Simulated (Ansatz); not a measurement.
Theory: DFT PBEsol, scalar-relativistic, plane waves, PAW in Ansatz.

Structure of ZrV2:

```yaml
crystal:
  lattice:
    - [0.00000, 3.62829, 3.62829]
    - [3.62829, 0.00000, 3.62829]
    - [3.62829, 3.62829, 0.00000]
  atoms:
    - { symbol: Zr, position: [0.50000, 0.50000, 0.50000] }
    - { symbol: Zr, position: [0.75000, 0.75000, 0.75000] }
    - { symbol: V, position: [0.12500, 0.12500, 0.12500] }
    - { symbol: V, position: [0.62500, 0.12500, 0.12500] }
    - { symbol: V, position: [0.12500, 0.12500, 0.62500] }
    - { symbol: V, position: [0.12500, 0.62500, 0.12500] }
```

Plane waves to 420 eV, a k mesh through Γ of 8×8×8 on the computed 6-atom cell and Gaussian smearing (0.10 eV); no spin polarisation.

Levels along Γ–X–U | K–Γ–L–W–X, in eV from the Fermi level, sorted by energy at each point. Points in fractions of the primitive reciprocal vectors: Γ (0.000 0.000 0.000), X (0.500 0.000 0.500), U (0.625 0.250 0.625), K (0.375 0.375 0.750), L (0.500 0.500 0.500), W (0.500 0.250 0.750).
```
point k (1/Å, with 2π) band 35  band 36  band 37  band 38  band 39  band 40  band 41
    Γ             0.000    -0.56    -0.56     0.45     0.45     0.45     1.54     1.54
    -             0.124    -0.57    -0.45     0.32     0.42     0.42     1.53     1.55
    -             0.247    -0.58    -0.27     0.01     0.34     0.34     1.49     1.51
    -             0.371    -0.59    -0.33    -0.18     0.19     0.19     1.39     1.39
    -             0.495    -0.55    -0.38    -0.23    -0.04    -0.04     0.92     1.21
    -             0.619    -0.51    -0.44    -0.33    -0.33    -0.31     0.43     0.98
    -             0.742    -0.55    -0.50    -0.44    -0.44    -0.22     0.09     0.72
    X             0.866    -0.52    -0.52    -0.30    -0.30    -0.11    -0.11     0.56
    -             0.910    -0.54    -0.51    -0.31    -0.25    -0.11    -0.10     0.56
    -             0.953    -0.58    -0.49    -0.34    -0.16    -0.14    -0.07     0.55
    -             0.997    -0.59    -0.47    -0.37    -0.17    -0.06    -0.05     0.54
    -             1.041    -0.59    -0.43    -0.40    -0.20    -0.04     0.03     0.52
    -             1.085    -0.58    -0.41    -0.39    -0.22    -0.03     0.10     0.51
    -             1.128    -0.57    -0.42    -0.34    -0.23    -0.03     0.16     0.50
    U             1.172    -0.55    -0.42    -0.30    -0.22    -0.05     0.21     0.50
    K             1.172    -0.55    -0.42    -0.30    -0.22    -0.05     0.21     0.50
    -             1.303    -0.51    -0.42    -0.25    -0.20    -0.05     0.26     0.63
    -             1.434    -0.46    -0.38    -0.31    -0.24     0.24     0.27     0.93
    -             1.566    -0.45    -0.32    -0.29     0.04     0.21     0.66     1.31
    -             1.697    -0.53    -0.14    -0.04     0.03     0.23     1.20     1.43
    -             1.828    -0.51    -0.21     0.12     0.20     0.35     1.49     1.52
    -             1.959    -0.54    -0.46     0.35     0.38     0.42     1.53     1.54
    Γ             2.090    -0.56    -0.56     0.45     0.45     0.45     1.54     1.54
    -             2.197    -0.52    -0.52     0.39     0.41     0.41     1.54     1.55
    -             2.305    -0.41    -0.41     0.23     0.33     0.33     1.52     1.56
    -             2.412    -0.32    -0.32     0.00     0.25     0.25     1.45     1.58
    -             2.519    -0.33    -0.33    -0.23     0.23     0.23     1.05     1.62
    -             2.626    -0.38    -0.38    -0.38     0.22     0.22     0.59     1.70
    -             2.733    -0.41    -0.37    -0.37     0.18     0.18     0.20     1.82
    L             2.840    -0.39    -0.36    -0.36     0.01     0.16     0.16     1.87
    -             2.928    -0.40    -0.39    -0.35    -0.01     0.13     0.15     1.69
    -             3.015    -0.46    -0.43    -0.32    -0.08     0.06     0.15     1.39
    -             3.103    -0.49    -0.37    -0.27    -0.20    -0.02     0.14     1.09
    -             3.190    -0.55    -0.32    -0.25    -0.20    -0.02     0.13     0.80
    -             3.278    -0.59    -0.44    -0.20    -0.08     0.10     0.13     0.53
    -             3.365    -0.63    -0.58    -0.08     0.01     0.12     0.28     0.30
    W             3.453    -0.65    -0.65     0.08     0.08     0.08     0.08     0.53
    -             3.514    -0.62    -0.62     0.05     0.05     0.07     0.07     0.55
    -             3.576    -0.59    -0.59    -0.03    -0.03     0.04     0.04     0.59
    -             3.638    -0.57    -0.57    -0.10    -0.10     0.00     0.00     0.62
    -             3.700    -0.57    -0.57    -0.15    -0.15    -0.05    -0.05     0.62
    -             3.762    -0.56    -0.56    -0.21    -0.21    -0.09    -0.09     0.59
    -             3.824    -0.54    -0.54    -0.27    -0.27    -0.10    -0.10     0.57
    X             3.885    -0.52    -0.52    -0.30    -0.30    -0.11    -0.11     0.56
```

Cost: 1 run of about 0.86 core-minutes, on Arm Neoverse V2 (shared hosts).